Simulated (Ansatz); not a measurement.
# Relaxing a structure of Cr

The start is a relaxed Cr cell displaced along its unstable phonon at q = (½, 0, 0) of its primitive reciprocal cell (236i cm⁻¹), largest move 0.15 Å. The cell and all atomic positions are relaxed at zero pressure with PBEsol (plane waves to 420 eV, PAW, scalar-relativistic; Ansatz, a quantum-chemistry and plane-wave program). First-step values are on the input's coarse k-mesh.

Ansatz input (later rounds restart from its end on a renewed k-mesh):
Ansatz 0.2 input:
```yaml
crystal:
  lattice:
    - [2.3843155062, -4.5032673428, 0]
    - [1.1921577531, 2.2516336714, 0]
    - [0, 0, 2.2040508856]
  atoms:
    - { symbol: Cr, position: [0, 0, 0.0680565049] }
    - { symbol: Cr, position: [0.5, 1, -0.0680565049] }
basis: { ecutwfc: 420, ecutrho_ratio: 4, xc_grid: 2, fft_grid_basis: typed }
kpoints: { mp_grid: { grid: [8, 15, 15] } }
hamiltonian:
  xc: pbesol
  dispersion: none
  pseudopotentials: { azcp: { folder: ./paw }, kind: paw }
scf: { occupations: { method: fermi_dirac, width: 0.05 } }
relax: { f_tol: 0.01, max_steps: 100, cell: { stress_tol: 0.02 } }
output: { forces: true, stress: true }
```

| Property | Value |
|---|---|
| Largest initial force | 1.19 eV/Å, on Cr1, Cr2 (atoms numbered as listed) |
| Energy released | 0.39 eV/atom |
| Volume change | -3.7 %, from 11.83 to 11.40 Å³/atom |
| Relative to the parent | It does not go back: it reaches I4/mmm (No. 139), 0.50 eV/atom below the parent |
| Band gap at the end | zero (metallic) |
| Optimiser moves | 14 |

Final structure:

Space group I4/mmm (No. 139); a = b = 2.3323 Å, c = 4.1898 Å, α = β = γ = 90.00°

```tsv
atom	site	symmetry	x	y	z
Cr	2a	4/mmm	0.0000	0.0000	0.0000
```
(The calculation used a cell of 1 atom; values per cell refer to that cell.)

Final values are on a 28×28×28 k-mesh of the relaxed cell. No spin polarisation in the result. A magnetic state may lie lower.

The run could not lose the symmetry of its start: the end is stationary, and may be a saddle point rather than a minimum.

The relaxed structure here is a generated cell of Cr: the first start was made by placing the elements on the sites of a structure type, and the end was not matched to a known phase here, so it may be hypothetical. Known forms of Cr include space group No. 229.
